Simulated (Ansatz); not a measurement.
CsSnI3 (cubic perovskite)

```
CsSnI3
1.0
    6.27133     0.00000     0.00000
    0.00000     6.27133     0.00000
    0.00000     0.00000     6.27133
Cs Sn I
1 1 3
Direct
  0.00000   0.00000   0.00000
  0.50000   0.50000   0.50000
  0.00000   0.50000   0.50000
  0.50000   0.50000   0.00000
  0.50000   0.00000   0.50000
```

The slice is a {100} plane (indices of the conventional cell) through the point (0.500, 0.500, 0.500) (fractional), spanned by u = [100] and v = [010] in vectors of this cell: u (6.27 Å) and v (6.27 Å, at 90° to u). It covers one period; positions are fractions (u, v).

These are PBE (plane waves to 420 eV, PAW, scalar-relativistic; Ansatz, a program for electronic structure) values and carry that method's errors. k mesh 6×6×6. These are valence fields of a PAW run, semicore shells included where kept as valence: close to a nucleus they are smooth pseudo fields. CsSnI3 was relaxed with its symmetry unable to fall. Spin-orbit coupling is left out, though I is heavy. This is a high-temperature form of CsSnI3.

Three fields on this plane, each scaled to ten steps between its own extremes (0 low, 9 high; the total valence density on a logarithmic scale, the potential cut 8 eV below its top; x marks points blanked near nuclei; v = 0 in the bottom row):

Map A
```
|xxxx97421xxxxxxx12479xxx|
|xxxx96321xxxxxxx12369xxx|
|xxx9752100xxxxx0012579xx|
|999753100001110000135799|
|776532100000000000123567|
|443211000000000000011234|
|222100000000000000000122|
|111000000000000000000011|
|xxx0000000000000000000xx|
|xxxx00000000000000000xxx|
|xxxx10000000000000001xxx|
|xxxx10000000000000001xxx|
|xxxx10000000000000001xxx|
|xxxx00000000000000000xxx|
|xxx0000000000000000000xx|
|111000000000000000000011|
|222100000000000000000122|
|443211000000000000011234|
|776532100000000000123567|
|999753100001110000135799|
|xxx9752100xxxxx0012579xx|
|xxxx96321xxxxxxx12369xxx|
|xxxx97421xxxxxxx12479xxx|
|xxxx97421xxxxxxx12479xxx|
```

Map B
```
|xxxx42259xxxxxxx95224xxx|
|xxxx32236xxxxxxx63223xxx|
|xxx4211245xxxxx5421124xx|
|543210012232223221001234|
|322100000111111100000122|
|322100000000000000000122|
|553210000000000000001235|
|996420000000000000002469|
|xxx5210000000000000125xx|
|xxxx31000000000000013xxx|
|xxxx21000000000000012xxx|
|xxxx21000000000000012xxx|
|xxxx21000000000000012xxx|
|xxxx31000000000000013xxx|
|xxx5210000000000000125xx|
|996420000000000000002469|
|553210000000000000001235|
|322100000000000000000122|
|322100000111111100000122|
|543210012232223221001234|
|xxx4211245xxxxx5421124xx|
|xxxx32236xxxxxxx63223xxx|
|xxxx42259xxxxxxx95224xxx|
|xxxx53359xxxxxxx95335xxx|
```

Map C
```
|xxxx01420xxxxxxx02410xxx|
|xxxx03540xxxxxxx04530xxx|
|xxx0156630xxxxx0366510xx|
|000146776300000367764100|
|113567888754345788876531|
|445678999988888999987654|
|124678999999999999987642|
|000368999999999999986300|
|xxx0379999999999999730xx|
|xxxx05899999999999850xxx|
|xxxx04899999999999840xxx|
|xxxx03899999999999830xxx|
|xxxx04899999999999840xxx|
|xxxx05899999999999850xxx|
|xxx0379999999999999730xx|
|000368999999999999986300|
|124678999999999999987642|
|445678999988888999987654|
|113567888754345788876531|
|000146776300000367764100|
|xxx0156630xxxxx0366510xx|
|xxxx03540xxxxxxx04530xxx|
|xxxx01420xxxxxxx02410xxx|
|xxxx01410xxxxxxx01410xxx|
```

Problem. Assign the maps to these fields: density of the lowest conduction band (whole band as if filled, smooth part); density of the highest valence band (whole band, smooth part); electrostatic potential energy of an electron, from the cell's mean.

Solution. A is the density of the lowest conduction band (whole band as if filled, smooth part); B is the density of the highest valence band (whole band, smooth part); C is the electrostatic potential energy of an electron, from the cell's mean.
